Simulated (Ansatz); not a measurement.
Input file for Ansatz (a program for electronic structure):

Ansatz 0.2 input:
```yaml
crystal:
  lattice:
    - [3.3648188062, 0.0, 0.0]
    - [0.0, 3.3648188062, 0.0]
    - [0.0, 0.0, 4.8993906373]
  atoms:
    - { symbol: Na, position: [0.5, 0.5, 0.5] }
    - { symbol: Bi, position: [0.0, 0.0, 0.0] }
kpoints:
  mp_grid: { grid: [25, 25, 18] }
hamiltonian:
  xc: pbesol
  pseudopotentials: { kind: paw }
scf:
  occupations: { method: fermi_dirac, width: 0.1 }
elastic: { mode: relaxed_ion, stencil: two_point, amplitude: 0.005, f_tol: 0.0005 }
```

Output (shortened):

```
Pseudopotential: Na, paw, valence charge 9
Pseudopotential: Bi, paw, valence charge 15
Functional definition: PBEsol
Crystal: 2 atoms, lattice volume = 55.471 Å³
Basis set: ecut = 420 eV, 1073 PW (Γ), exchange–correlation on 48×48×72 points (8 copies of the dense FFT grid, shifted against one another)
Bands: 16, of which v1, the nominal top of the filled ones, is band 12 counted from 1 (11 counted from 0)
Symmetry: 16 space group operations
Space group: P4/mmm (ITA 123), of the structure as read, at distance tolerance 3.8e-5 Å
k-points: 910 of 11250
the search or the solves at the SCF's close seem to have found levels that the self-consistency loop had missed (the run counts 3) …
SCF 1 converged in 12 iterations: F = -13718.526923 eV  dr2 = 9.31e-14
Crystal: 2 atoms, lattice volume = 55.194 Å³
Symmetry: 8 space group operations
k-points: 1690 of 11250
SCF 2 converged in 9 iterations: F = -13718.525899 eV  dr2 = 7.18e-14
Crystal: 2 atoms, lattice volume = 55.748 Å³
SCF 3 converged in 9 iterations: F = -13718.527263 eV  dr2 = 1.55e-14
Crystal: 2 atoms, lattice volume = 55.194 Å³
SCF 4 converged in 10 iterations: F = -13718.527195 eV  dr2 = 4.56e-15
Crystal: 2 atoms, lattice volume = 55.748 Å³
SCF 5 converged in 8 iterations: F = -13718.526208 eV  dr2 = 6.66e-14
Crystal: 2 atoms, lattice volume = 55.471 Å³
Symmetry: 4 space group operations
k-points: 2938 of 11250
SCF 6 converged in 9 iterations: F = -13718.526872 eV  dr2 = 5.01e-15
Crystal: 2 atoms, lattice volume = 55.471 Å³
SCF 7 converged in 7 iterations: F = -13718.526872 eV  dr2 = 3.58e-14
Crystal: 2 atoms, lattice volume = 55.471 Å³
SCF 8 converged in 8 iterations: F = -13718.526885 eV  dr2 = 4.34e-14
Crystal: 2 atoms, lattice volume = 55.471 Å³
SCF 9 converged in 7 iterations: F = -13718.526885 eV  dr2 = 3.20e-14
SCF converged after 12 iterations
Free energy (F): -13718.526923 eV
Harris-Foulkes:  -13718.526923 eV  (|F-HF|=0.00e0)
Internal energy: -13718.503454 eV  (E = F + TS)
E sigma→0 (E₀):  -13718.515189 eV
Entropy (-TS):   -0.023468 eV (-11.734 meV/atom)
Fermi energy:    7.776851 eV
--- Per-component energies (eV) ---
  E_band       = -315.551086
  E_kinetic    = 424.380534
  E_local      = -2764.043597  (includes V_loc(G=0)·N_el)
  E_nonlocal   = 676.778707
  E_hartree    = 933.759845
  E_xc         = -188.669330
  E_vxc        = -193.896805  (∫ρ·V_xc dr)
  E_paw        = -10763.095102  (= ΣΔE_a)
  E_vpaw       = -326.289123  (= ΣTr[D̂ρ^β])
  E_aug_tail   = -0.000498  (compensation charges beyond the density's cutoff)
  E_ewald      = -2037.758460
  E_core_change = 0.144446  (= ΣΔE_core)
  E_smearing   = -0.023468  (= −TS)
  E_closure    = 0.000000  (closes the sum)
  Σ components = -13718.526923   (vs F -13718.526923, Δ=0.00e0)
--- Forces (eV/Å), atoms counted from 1 ---
  atom   1  Na     0.00000000     0.00000000     0.00000000
  atom   2  Bi     0.00000000     0.00000000     0.00000000
  max |Σ_I F_I| component: 0.0 eV/Å
--- Stress (GPa, compression-positive) ---
        0.390503       0.000000       0.000000
        0.000000       0.390503       0.000000
        0.000000       0.000000      -0.286305
  P = ⅓ Tr σ = 0.1649 GPa (1.649 kbar)
--- Band table (eV; the first three rows and the last of 910) ---
  k-point 0: bands = ["-44.3869", "-16.4657", "-16.4564", "-16.4564", "-14.7850", "-14.5813", "-14.5555", "-14.5144", "-14.5144", "-4.2011", "5.6966", "8.1635", "10.9730", "10.9730", "14.2791", "14.7686"]
  k-point 1: bands = ["-44.3869", "-16.4658", "-16.4564", "-16.4564", "-14.7850", "-14.5812", "-14.5555", "-14.5143", "-14.5143", "-4.1960", "5.5608", "8.3506", "10.9776", "10.9776", "14.2899", "14.7841"]
  k-point 2: bands = ["-44.3869", "-16.4661", "-16.4565", "-16.4565", "-14.7850", "-14.5809", "-14.5555", "-14.5143", "-14.5143", "-4.1812", "5.2414", "8.8237", "10.9908", "10.9908", "14.3215", "14.8307"]
  k-point 909: bands = ["-44.3814", "-16.5071", "-16.5071", "-16.4554", "-14.6902", "-14.5755", "-14.5755", "-14.4605", "-14.4566", "-0.8173", "5.4667", "5.4669", "7.6842", "10.9160", "11.4267", "11.4442"]
--- Elastic constants: 4 strain directions × 2 members + reference (group order 16) ---
  dense FFT box of the reference and of every strained cell: 24×24×36
  strains applied: 11, 33, 23, 12; error gains …
  C = ∂σ_k/∂η_j (tension-positive GPa; Voigt order 11 22 33 23 13 12):
        78.861     18.121     14.650      0.000      0.000      0.000
        18.121     78.861     14.650      0.000      0.000      0.000
        13.970     13.970     51.123      0.000      0.000      0.000
         0.000      0.000      0.000     11.680      0.000      0.000
         0.000      0.000      0.000      0.000     11.680      0.000
         0.000      0.000      0.000      0.000      0.000      8.508
  reference stress σ⁰ (GPa):     -0.391     -0.391      0.286      0.000      0.000      0.000
  moduli (Voigt/Reuss/Hill, GPa): K = 33.59/32.03/32.81   G = 17.18/13.66/15.42   E = 40.00   ν = 0.297
  mechanically stable: yes (min eigenvalue of sym C = 8.51 GPa)
  strain η (Voigt 11):  stress-route row diagonal C_11 = 78.86 GPa, energy-path curvature d²(F+E_count+ΔE)/dδ²/Ω₀ = 78.86 GPa
         δ    σ_11 (GPa)             F (eV)   n_scf  n_hpsi   n_pw
    -5.000e-3      -0.7943      -13718.5258994       9  572568   1100   relax 0 steps, max|allowed force component| 0.0 eV/Å
     5.000e-3      -0.0057      -13718.5272632       9  515235   1112   relax 0 steps, max|allowed force component| 0.0 eV/Å
  strain η (Voigt 33):  stress-route row diagonal C_33 = 51.12 GPa, energy-path curvature d²(F+E_count+ΔE)/dδ²/Ω₀ = 51.10 GPa
         δ    σ_33 (GPa)             F (eV)   n_scf  n_hpsi   n_pw
    -5.000e-3       0.0280      -13718.5271953      10  313403   1104   relax 0 steps, max|allowed force component| 0.0 eV/Å
     5.000e-3       0.5392      -13718.5262077       8  275451   1112   relax 0 steps, max|allowed force component| 0.0 eV/Å
  strain η (Voigt 23):  stress-route row diagonal C_44 = 11.68 GPa, energy-path curvature d²(F+E_count+ΔE)/dδ²/Ω₀ = 11.69 GPa
         δ    σ_23 (GPa)             F (eV)   n_scf  n_hpsi   n_pw
    -5.000e-3      -0.0584      -13718.5268721       9  973008   1107   relax 0 steps, max|allowed force component| 0.0 eV/Å
     5.000e-3       0.0584      -13718.5268721       7  827984   1107   relax 0 steps, max|allowed force component| 0.0 eV/Å
  strain η (Voigt 12):  stress-route row diagonal C_66 = 8.51 GPa, energy-path curvature d²(F+E_count+ΔE)/dδ²/Ω₀ = 8.71 GPa
         δ    σ_12 (GPa)             F (eV)   n_scf  n_hpsi   n_pw
    -5.000e-3      -0.0425      -13718.5268850       8  539909   1104   relax 0 steps, max|allowed force component| 0.0 eV/Å
     5.000e-3       0.0425      -13718.5268850       7  514122   1104   relax 0 steps, max|allowed force component| 0.0 eV/Å
```

Cost: very roughly 9 core-minutes on shared cores.

The first step of the workflow began from a Materials Project structure, measured or hypothetical; the Crystallography Open Database copy checked does not list it. With Na and Bi taken as one species the cell has the higher symmetry Fm-3m, so it may be an ordered model of a mixed-site phase. Its standing as an ambient phase is unchecked. The cell was relaxed with PBEsol under the symmetry of its start; of distortions, only those at the zone centre were tested. As this level gives no gap, shear constants depend on the k-mesh and smearing (Fermi–Dirac, 0.1 eV here). Axis ratios of metals converge slowly with the k-mesh, so a and c are less sure than the volume. On the denser mesh and wider smearing of the elastic run this cell carries a stress of 0.4 GPa. Spin–orbit coupling is left out wherever it is not named.

Potentials: the later of the program's two PAW sets.

Ansatz is a plane-wave DFT program.
